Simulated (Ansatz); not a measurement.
Input and command of a calculation in Ansatz (plane waves; scalar-relativistic PAW potentials unless the input names others):

```yaml
crystal:
  lattice:
    - [0.0, 5.6033815718, -5.6033815718]
    - [5.6033815718, 5.6033815718, 0.0]
    - [5.6033815718, 0.0, -5.6033815718]
  atoms:
    - { symbol: Ga, position: [0.5, 0.0, 0.5] }
    - { symbol: Ga, position: [0.5, 0.5, 0.5] }
    - { symbol: Ga, position: [0.0, 0.0, 0.5] }
    - { symbol: Ga, position: [0.0, 0.5, 0.5] }
    - { symbol: Ga, position: [0.5, 0.0, 0.0] }
    - { symbol: Ga, position: [0.5, 0.5, 0.0] }
    - { symbol: Ga, position: [0.0, 0.0, 0.0] }
    - { symbol: Ga, position: [0.0, 0.5, 0.0] }
    - { symbol: As, position: [0.125, 0.125, 0.125] }
    - { symbol: As, position: [0.125, 0.625, 0.125] }
    - { symbol: As, position: [0.625, 0.125, 0.125] }
    - { symbol: As, position: [0.625, 0.625, 0.125] }
    - { symbol: As, position: [0.125, 0.125, 0.625] }
    - { symbol: As, position: [0.125, 0.625, 0.625] }
    - { symbol: As, position: [0.625, 0.125, 0.625] }
    - { symbol: As, position: [0.625, 0.625, 0.625] }
basis:
  ecutwfc: 420
  xc_grid: 2
  ecutrho_ratio: 4
kpoints:
  mp_grid: { grid: [3, 3, 3], shift: [0.0, 0.0, 0.0] }
hamiltonian:
  xc: lda
scf:
  occupations: { method: gaussian, width: 0.02 }
output:
  forces: true
  eigenvalues: true
  stress: true
magnetization:
  spin_polarized: true
```

```bash
ansatz run input.yaml --threads 4 --pin off --max-ram 8192MiB --backend cpu --events-out ev --progress --plain --runs-dir out
```

Abridged log:
```
Basis set: ecut = 420 eV, 6855 PW (Γ), exchange–correlation on 108×108×108 points (8 copies of the dense FFT grid, shifted against one another)
Bands: 135, of which v1, the nominal top of the filled ones, is band 112 counted from 1 (111 counted from 0)
Symmetry: 192 space group operations
k-points: 4 of 27 (time reversal used)
SCF iter   1: F=—  HF=-67851.358557 eV  |F-HF|=—  |Δ(HF+E_count)|=         —  Δρ=1.89e-2 (↑1.89e-2 ↓1.89e-2) dr2=3.63e0  dr2_m=0.00e0  M=0.000 μB ∫|m|=0.000 μB  β_m=0.30  ethr=1.61e-3  ⟨swp⟩=1.5  Hψ=2411  notcnv=0
spin=Collinear: Resta preconditioning applied to the charge; magnetization (m = ρ↑ − ρ↓) channel mixes plain (no charge-response kernel on spin).
SCF iter   2: F=—  HF=-67850.843862 eV  |F-HF|=—  |Δ(HF+E_count)|=   5.15e-1  Δρ=1.38e-2 (↑1.38e-2 ↓1.38e-2) dr2=2.08e0  dr2_m=0.00e0  M=0.000 μB ∫|m|=0.000 μB  β_m=0.65  ethr=1.61e-3  ⟨swp⟩=2.0  Hψ=585  notcnv=0
SCF iter   3: F=—  HF=-67845.607012 eV  |F-HF|=—  |Δ(HF+E_count)|=    5.24e0  Δρ=8.80e-3 (↑6.86e-3 ↓8.80e-3) dr2=2.30e-1  dr2_m=1.62e-1  M=4.222 μB ∫|m|=4.253 μB  ethr=9.27e-4  ⟨swp⟩=2.5  Hψ=752  notcnv=0
Mixer restart at iter 3: flushing history
SCF iter   4: F=—  HF=-67849.943756 eV  |F-HF|=—  |Δ(HF+E_count)|=         —  Δρ=7.24e-3 (↑7.08e-3 ↓7.24e-3) dr2=2.61e-2  dr2_m=1.61e-1  M=0.000 μB ∫|m|=0.106 μB  β_m=0.65  ethr=1.03e-4  ⟨swp⟩=3.0  Hψ=1518  notcnv=0  defer=52
Mixer restart at iter 4: flushing history
SCF iter   5: F=—  HF=-67850.163912 eV  |F-HF|=—  |Δ(HF+E_count)|=         —  Δρ=9.91e-4 (↑9.91e-4 ↓9.91e-4) dr2=9.59e-3  dr2_m=0.00e0  M=0.000 μB ∫|m|=0.000 μB  β_m=0.65  ethr=1.16e-5  ⟨swp⟩=4.0  Hψ=1360  notcnv=0  defer=68
SCF iter   6: F=—  HF=-67850.162411 eV  |F-HF|=—  |Δ(HF+E_count)|=   1.50e-3  Δρ=4.12e-4 (↑4.12e-4 ↓4.12e-4) dr2=3.01e-3  dr2_m=0.00e0  M=0.000 μB ∫|m|=0.000 μB  β_m=0.57  ethr=4.28e-6  ⟨swp⟩=2.0  Hψ=936  notcnv=0  defer=68
SCF iter   7: F=—  HF=-67850.160849 eV  |F-HF|=—  |Δ(HF+E_count)|=   1.56e-3  Δρ=2.66e-4 (↑2.66e-4 ↓2.66e-4) dr2=1.19e-3  dr2_m=0.00e0  M=0.000 μB ∫|m|=0.000 μB  β_m=0.78  ethr=1.35e-6  ⟨swp⟩=2.0  Hψ=773  notcnv=0  defer=68
SCF iter   8: F=—  HF=-67850.161205 eV  |F-HF|=—  |Δ(HF+E_count)|=   3.56e-4  Δρ=3.18e-5 (↑3.18e-5 ↓3.18e-5) dr2=2.40e-5  dr2_m=0.00e0  M=0.000 μB ∫|m|=0.000 μB  β_m=0.85  ethr=5.30e-7  ⟨swp⟩=2.0  Hψ=531  notcnv=0  defer=68
SCF iter   9: F=—  HF=-67850.161187 eV  |F-HF|=—  |Δ(HF+E_count)|=   1.80e-5  Δρ=5.79e-6 (↑5.79e-6 ↓5.79e-6) dr2=5.31e-7  dr2_m=0.00e0  M=0.000 μB ∫|m|=0.000 μB  β_m=0.75  ethr=1.07e-8  ⟨swp⟩=2.0  Hψ=920  notcnv=0  defer=68
SCF iter  10: F=-67850.161186 eV  HF=-67850.161186 eV  |F-HF|=6.18e-9  |Δ(HF+E_count)|=   7.17e-7  Δρ=1.48e-6 (↑1.48e-6 ↓1.48e-6) dr2=2.18e-8  dr2_m=0.00e0  M=0.000 μB ∫|m|=0.000 μB  ethr=4.46e-11  ⟨swp⟩=7.8  Hψ=2527  notcnv=0
SCF 1 converged in 10 iterations: F = -67850.161186 eV  dr2 = 2.18e-8
SCF converged after 10 iterations
Magnetization: 0.0000 μB (112.0000 up, 112.0000 down)
Absolute magnetization: 0.0000 μB (∫|ρ↑−ρ↓|)
Spin contamination: 0.0000 ħ² per cell (⟨S²⟩ above its minimum at these occupations)
Per-site moments (μB) at R_I (Å): [(0.0, 1.00086335), (0.0, 1.00086335), (0.0, 1.00086335), (0.0, 1.00086335), (0.0, 1.00086335), (0.0, 1.00086335), (0.0, 1.00086335), (0.0, 1.00086335), (0.0, 1.00086335), (0.0, 1.00086335), (0.0, 1.00086335), (0.0, 1.00086335), (0.0, 1.00086335), (0.0, 1.00086335), (0.0, 1.00086335), (0.0, 1.00086335)]
Free energy (F): -67850.161186 eV
Harris-Foulkes:  -67850.161186 eV  (|F-HF|=6.18e-9)
Internal energy: -67850.161186 eV  (E = F + TS)
E sigma→0 (E₀):  -67850.161186 eV
Fermi energy:    8.489737 eV
--- Forces (eV/Å), atoms counted from 1 ---
  atom   1  Ga     0.00000000     0.00000000     0.00000000
  atom   2  Ga     0.00000000     0.00000000     0.00000000
  atom   3  Ga     0.00000000     0.00000000     0.00000000
  atom   4  Ga     0.00000000     0.00000000     0.00000000
  atom   5  Ga     0.00000000     0.00000000     0.00000000
  atom   6  Ga     0.00000000     0.00000000     0.00000000
  atom   7  Ga     0.00000000     0.00000000     0.00000000
  atom   8  Ga     0.00000000     0.00000000     0.00000000
  atom   9  As     0.00000000     0.00000000     0.00000000
  atom  10  As     0.00000000     0.00000000     0.00000000
  atom  11  As     0.00000000     0.00000000     0.00000000
  atom  12  As     0.00000000     0.00000000     0.00000000
  atom  13  As     0.00000000     0.00000000     0.00000000
  atom  14  As     0.00000000     0.00000000     0.00000000
  atom  15  As     0.00000000     0.00000000     0.00000000
  atom  16  As     0.00000000     0.00000000     0.00000000
--- Stress (GPa, compression-positive) ---
       -0.046600       0.000000       0.000000
        0.000000      -0.046600       0.000000
        0.000000       0.000000      -0.046600
  P = ⅓ Tr σ = -0.0466 GPa (-0.466 kbar)
```

Apart from outputs and empty bands, the input differs from a reference run on usual settings in magnetization: not typed → {"spin_polarized": true}; basis.ecutrho_ratio: not typed → 4. The reference, at the same geometry, gave pressure -0.05 GPa, largest force 0.000 eV/Å, gap on the mesh 0.48 eV. This run converged in 10 SCF iterations (reference: 7) with an energy at zero smearing within 0.01 meV/atom of the reference's, pressure -0.05 GPa, largest force 0.000 eV/Å, gap on the mesh 0.48 eV.

The run took 8 s on 4 threads of Intel(R) Xeon(R) Processor @ 2.70GHz (shared host), peak memory 1.2 GiB.